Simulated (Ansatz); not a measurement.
LaSi3B3:
```
LaSi3B3
1.0
    5.81368     0.00000     0.00000
    0.00000     5.81368     0.00000
    0.00000     0.00000     5.81368
La B Si
2 6 6
Direct
  0.50000   0.50000   0.50000
  0.00000   0.00000   0.00000
  0.25000   0.00000   0.50000
  0.50000   0.25000   0.00000
  0.50000   0.75000   0.00000
  0.75000   0.00000   0.50000
  0.00000   0.50000   0.75000
  0.00000   0.50000   0.25000
  0.25000   0.50000   0.00000
  0.00000   0.25000   0.50000
  0.00000   0.75000   0.50000
  0.75000   0.50000   0.00000
  0.50000   0.00000   0.75000
  0.50000   0.00000   0.25000
```

Relaxed with PBE. Special points in fractions of this cell's reciprocal vectors: Γ (0.000, 0.000, 0.000); X (0.000, 0.500, 0.000); M (0.500, 0.500, 0.000); R (0.500, 0.500, 0.500).

List the band energies nearest the Fermi level at these points for the program Ansatz at the PBE with spin–orbit coupling level (PAW).

In eV from the Fermi level; about four levels below and three above (degenerate sets whole), none deeper than 8.9 eV; points with the same levels are listed once.

```tsv
k	below	above
Γ	-2.40 -2.40 -2.40 -2.40	0.44 0.44 0.47 0.47 0.47 0.47
X	-0.06 -0.06 -0.06 -0.06	0.95 0.95 0.95 0.95
M	-0.35 -0.35 -0.32 -0.32	0.78 0.78 0.83 0.83
R	-3.36 -3.36 -3.36 -3.36 -3.36 -3.36 -3.36 -3.36	1.09 1.09 1.09 1.09 1.09 1.09 1.09 1.09
```

Space group Pm-3n. The start of the workflow was typed in or built on a structure type; neither database checked (COD, Materials Project) lists it. Whether it is the stable phase at ambient conditions was not checked. The PBE relaxation kept the symmetry of its start; its stability against distortions is not shown here.

Potentials: the earlier of the program's two PAW sets.
